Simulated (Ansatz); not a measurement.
Question: Each is relaxed and computed with the program Ansatz at the r²SCAN level (PAW). Which is the only metal?
(A) GaGeTe, R-3m (Ga on 6c, Ge on 6c, Te on 6c)
(B) Y5Ge3, P6_3/mcm (Y on 6g, Y on 4d, Ge on 6g)
(C) GePdS3, C2/m (Pearson symbol mS20)
(D) YSF, P4/nmm (Y on 2c, S on 2c, F on 2a)

Answer: B, Y5Ge3, P6_3/mcm (Y on 6g, Y on 4d, Ge on 6g). Y5Ge3: metal; YSF: gap 1.77 eV (direct); GaGeTe: gap 0.60 eV (direct); GePdS3: gap 1.49 eV (indirect). Standing as an ambient phase not checked: Y5Ge3, P6_3/mcm (Y on 6g, Y on 4d, Ge on 6g); YSF, P4/nmm (Y on 2c, S on 2c, F on 2a); GaGeTe, R-3m (Ga on 6c, Ge on 6c, Te on 6c); GePdS3, C2/m (Pearson symbol mS20). Weakly bound layers, chains or molecules computed without a dispersion correction, so cells and soft constants are ill determined: GaGeTe, R-3m (Ga on 6c, Ge on 6c, Te on 6c); GePdS3, C2/m (Pearson symbol mS20). All cells were relaxed under the symmetry of their starts (and spin orders); stability against distortions was not tested throughout. Rows with no word on spin ran without spin polarisation. Spin–orbit coupling is left out wherever it is not named.

Potentials: the later of the program's two PAW sets.
